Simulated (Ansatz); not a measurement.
CrAuS₂:
```yaml
crystal:
  lattice:
    - [1.76922, 1.02146, 7.11218]
    - [-1.76922, 1.02146, 7.11218]
    - [0.00000, -2.04291, 7.11218]
  atoms:
    - { symbol: Au, position: [0.00000, 0.00000, 0.00000], spin: 0.0 }
    - { symbol: Cr, position: [0.50000, 0.50000, 0.50000], spin: 3.1 }
    - { symbol: S, position: [0.10767, 0.10767, 0.10767], spin: -0.1 }
    - { symbol: S, position: [0.89233, 0.89233, 0.89233], spin: -0.1 }
```

Relaxed with r²SCAN.

### Question
Map the electron localisation function on the plane through (0.000, 0.000, 0.000) spanned by u = [1, 0, 0] and v = [-1, 1, 1] in lattice vectors, from plane-wave PAW r²SCAN (Ansatz code).

### Answer
x is the fraction of u, y of v (the angle between them is 46°; rows are the nearest grid lines); atoms in the plane: Au at (0.00, 0.00), Cr at (0.00, 0.50), S at (0.22, 0.11), S at (0.78, 0.89).
```
y \ x   0.000  0.0811  0.189  0.270  0.351  0.459  0.541  0.649  0.730  0.811  0.919   1.00
------  -----  ------  -----  -----  -----  -----  -----  -----  -----  -----  -----  -----
1.00    0.801   0.531  0.704  0.745  0.837  0.356  0.356  0.837  0.745  0.704  0.531  0.801
0.925   0.544   0.571  0.275  0.504  0.707  0.529  0.103  0.789  0.139  0.501  0.329  0.544
0.850   0.266   0.435  0.395  0.205  0.163  0.168  0.053  0.371  0.693  0.091  0.834  0.266
0.775   0.658   0.187  0.292  0.203  0.057  0.015  0.019  0.042  0.404  0.862  0.870  0.658
0.700   0.717   0.195  0.071  0.068  0.045  0.017  0.017  0.053  0.078  0.195  0.781  0.717
0.625   0.120   0.132  0.019  0.029  0.050  0.047  0.023  0.048  0.108  0.155  0.275  0.120
0.550   0.835   0.242  0.051  0.021  0.043  0.067  0.053  0.027  0.075  0.103  0.838  0.835
0.450   0.835   0.838  0.103  0.075  0.027  0.053  0.067  0.043  0.021  0.051  0.242  0.835
0.375   0.120   0.275  0.155  0.108  0.048  0.023  0.047  0.050  0.029  0.019  0.132  0.120
0.300   0.717   0.781  0.195  0.078  0.053  0.017  0.017  0.045  0.068  0.071  0.195  0.717
0.225   0.658   0.870  0.862  0.404  0.042  0.019  0.015  0.057  0.203  0.292  0.187  0.658
0.150   0.266   0.834  0.091  0.693  0.371  0.053  0.168  0.163  0.205  0.395  0.435  0.266
0.0750  0.544   0.329  0.501  0.139  0.789  0.103  0.529  0.707  0.504  0.275  0.571  0.544
0.000   0.801   0.531  0.704  0.745  0.837  0.356  0.356  0.837  0.745  0.704  0.531  0.801
```

The density is the valence pseudo-density with augmentation charge, so density and ELF within about 1 Å of a nucleus are not all-electron values.

Space group R-3m. The workflow started from an entry of the Crystallography Open Database (COD); the relaxed space group is not among those it files for this formula. COD files the formula under space group No. 160, so this cell is another polymorph or a model. Whether it is the stable phase at ambient conditions was not checked. The cell was relaxed with r²SCAN under the symmetry of its start; whether a distortion lowers the energy is not shown. Spin order of the final state: ferromagnetic, the only order run, not a proven ground state. The cell computed holds one magnetic atom, so no antiferromagnetic order was within reach. Other orbital occupations within this spin state were not tried. No Hubbard U is applied. Scalar-relativistic: spin–orbit coupling is off unless named, which matters more the heavier the elements.

Potentials: the later of the program's two PAW sets.
